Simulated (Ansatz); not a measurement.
From the elastic tensor of Mg₇Te to moduli and sound speeds

Level of theory: DFT PBE, scalar-relativistic, plane waves, PAW in Ansatz 0.2.0. Settings: 420 eV plane-wave cutoff, Γ-centred 6×6×6 mesh, Gaussian smearing of 0.10 eV. No spin polarisation.

Space group Fm-3m (No. 225), cubic, a = 9.104 Å. Mg on a site of symmetry mmm is surrounded by 10 Mg at 3.22 Å and 2 Te at 3.22 Å; Mg on a site of symmetry m-3m is surrounded by 12 Mg at 3.22 Å; around Te lie 12 Mg at 3.22 Å.

It was reached by relaxing an invented guess, and it needn't be the stable form of this composition. In a metal, frequencies and elastic constants depend on the k mesh and the smearing, soft modes and shear constants most. Spin–orbit coupling is left out, which matters for heavy elements.

Relaxed-ion constants (GPa, on the Cartesian axes of the calculation):
C11 = 70.5, C12 = 20.7, C13 = 20.7, C22 = 70.5, C23 = 20.7, C33 = 70.5, C44 = 23.9, C55 = 23.9, C66 = 23.9 GPa; the others vanish.

Density 2.621 g/cm³; 8 atoms in 188.62 Å³.

With S = C⁻¹: B_V = (C11+C22+C33+2(C12+C13+C23))/9, G_V = (C11+C22+C33−C12−C13−C23+3(C44+C55+C66))/15, 1/B_R = S11+S22+S33+2(S12+S13+S23), 15/G_R = 4(S11+S22+S33−S12−S13−S23)+3(S44+S55+S66); Hill is their mean. Then v_l = √((B+4G/3)/ρ), v_t = √(G/ρ), v_m = [(2/v_t³+1/v_l³)/3]^(−1/3) and Θ = (ħ/k_B)·v_m·(6π²n/V)^(1/3) for n atoms in the volume V; E = 9BG/(3B+G), ν = (3B−2G)/(2(3B+G)) and A^U = 5G_V/G_R + B_V/B_R − 6.

```json
{
 "Bulk modulus, Voigt / Reuss / Hill": "37.3 / 37.3 / 37.3 GPa",
 "Shear modulus, Voigt / Reuss / Hill": "24.3 / 24.3 / 24.3 GPa",
 "Young's modulus": "60 GPa",
 "Poisson ratio": "0.233",
 "Pugh ratio B/G": "1.54 (under 1.75, the rule of thumb for brittle)",
 "Universal anisotropy index": "0.00",
 "Longitudinal and transverse sound speeds": "5155 and 3043 m/s",
 "Debye temperature from the mean sound speed": "350 K"
}
```
